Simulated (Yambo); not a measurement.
Si2N2O (space group Cmc2_1, No. 36), G0W0@PBEsol in Yambo with this input:

```
rim_cut
gw0
dyson
el_el_corr
HF_and_locXC
ppa
em1d
RandQpts= 1000000
RandGvec= 1 Ry
EXXRLvcs= 84 Ry
VXCRLvcs= 336 Ry
Chimod= "HARTREE"
% BndsRnXp
 1 | 174 |
%
NGsBlkXp= 7 Ry
% LongDrXp
 1.0 | 1.0 | 1.0 |
%
PPAPntXp= 27.2114 eV
% GbndRnge
 1 | 174 |
%
GTermKind= "BG"
DysSolver= "n"
ExtendOut
```

On a 2×2×2 mesh, with wavefunctions cut at 84 Ry, the gap (Γ → Γ) is 6.813 eV and the valence edge shifts by -0.985 eV.

**Question.** What happens with this change: 6 Ry block?

**Answer.** The gap falls by 0.054 eV, to 6.759 eV; the shift of the valence edge becomes -0.945 eV. Neither run is shown to be the converged limit.

Geometry of the Materials Project entry, not relaxed at this level; primitive cell a = 5.228 Å, b = 5.228 Å, c = 4.859 Å, α = 90.00°, β = 90.00°, γ = 63.53°.

A shift is the quasiparticle energy of the state minus its PBEsol energy.
